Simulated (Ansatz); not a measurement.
## TlNiF3 (Pm-3m), an elastic constant from a strain scan

Computed with DFT PBEsol, scalar-relativistic, plane waves, PAW (Ansatz 0.2.0). The runs took a 420 eV cutoff, a Γ-centred 8×8×8 mesh and Gaussian smearing (0.03 eV). Spin–orbit coupling is left out, which matters for the heavy elements here. Collinear spins, started from moments 0.0, -1.9, 0.0, 0.0, 0.0 μB in atom order; the magnetic state may not be the lowest. Energies are free energies at this smearing, counted from the undisturbed cell; pressure is positive in compression.

The undisturbed cell (relaxed at this level; it needn't be the usual structure):

```yaml
crystal:
  lattice:
    - [4.07098, 0.00000, 0.00000]
    - [0.00000, 4.07098, 0.00000]
    - [0.00000, 0.00000, 4.07098]
  atoms:
    - { symbol: Tl, position: [0.50000, 0.50000, 0.50000] }
    - { symbol: Ni, position: [0.00000, 0.00000, 0.00000] }
    - { symbol: F, position: [0.50000, 0.00000, 0.00000] }
    - { symbol: F, position: [0.00000, 0.50000, 0.00000] }
    - { symbol: F, position: [0.00000, 0.00000, 0.50000] }
```

The cell is strained by ε times the Voigt pattern (1, -1, 0, 0, 0, 0) (xx, yy, zz, yz, xz, xy; engineering shear) with fractional coordinates fixed. The cell holds 5 atoms in V0 = 67.47 Å³. The stress column is τ = (1/V0) dE/dε, got from the stress tensor σ (compression positive) at each point as −det(1 + εP) σ : P(1 + εP)⁻¹, with P the pattern as a tensor.

```csv
ε,ΔE (meV/atom),τ (GPa)
-0.0400,?,?
-0.0200,2.758,-3.277
0.0000,0.000,0.000
0.0100,0.694,1.624
0.0300,6.228,4.990
```

Question: Which combination of elastic constants does this scan measure, and how large is it?

Answer: For small ε, τ = τ0 + Kε with K = pᵀCp, which for this pattern is 2(C11 − C12) in the cubic axes. The parabola through τ at ε = -0.0200, 0 and 0.0100 has slope K = 163 GPa at zero. The energies per cell, E = NΔE, of the same two points give K = 2[E(ε₊)/ε₊ − E(ε₋)/ε₋]/[(ε₊ − ε₋)V0] = 164 GPa, in agreement.

Question: Predict the withheld row at ε = -0.0400 from the harmonic law, and compare.

Answer: ΔE = V0(τ0 ε + Kε²/2)/N = 10.973 meV/atom and τ = -6.51 GPa. The calculation gives 11.186 meV/atom and -6.79 GPa, a miss of 1.9 % of the harmonic energy, so the harmonic law still holds here.

Symmetry holds off the tilts and polar distortions that many cubic perovskites undergo.

Cost: 5 runs of about 3.5 core-minutes in all, on Intel Xeon Platinum 8488C (Sapphire Rapids) (shared hosts).